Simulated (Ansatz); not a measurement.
Relaxed PbS (rock salt):

```yaml
crystal:
  lattice:
    - [0.00000, 5.90268, 5.90268]
    - [2.95134, 0.00000, 2.95134]
    - [2.95134, 2.95134, 0.00000]
  atoms:
    - { symbol: S, position: [0.00000, 0.00000, 0.00000] }
    - { symbol: S, position: [0.50000, 0.00000, 0.00000] }
    - { symbol: Pb, position: [0.25000, 0.50000, 0.50000] }
    - { symbol: Pb, position: [0.75000, 0.50000, 0.50000] }
```

These are PBEsol (plane waves to 420 eV, PAW, scalar-relativistic; Ansatz, a first-principles code) values and carry that method's errors. k mesh 4×8×8 (Γ-centred), Fermi-Dirac smearing 0.05 eV. PbS was relaxed with its symmetry unable to fall. Spin-orbit coupling is left out, though Pb is heavy.

One atom of the cell was then moved (with its periodic images), all else fixed, and the forces (eV/Å) came out as:

```
atom      Fx      Fy      Fz
----  ------  ------  ------
S1     0.111  -0.111  -0.805
S2    -0.111   0.111   1.414
Pb3    0.037  -0.037  -0.738
Pb4   -0.036   0.036   0.129
```

Question: Which atom was moved, and by which vector (Å)?

Answer: S2, by (0.00, 0.00, -0.36), 0.36 Å in all.

(A displaced cell: forces are minus the slopes of the energy, force constants its curvatures, and phonons follow from these.)
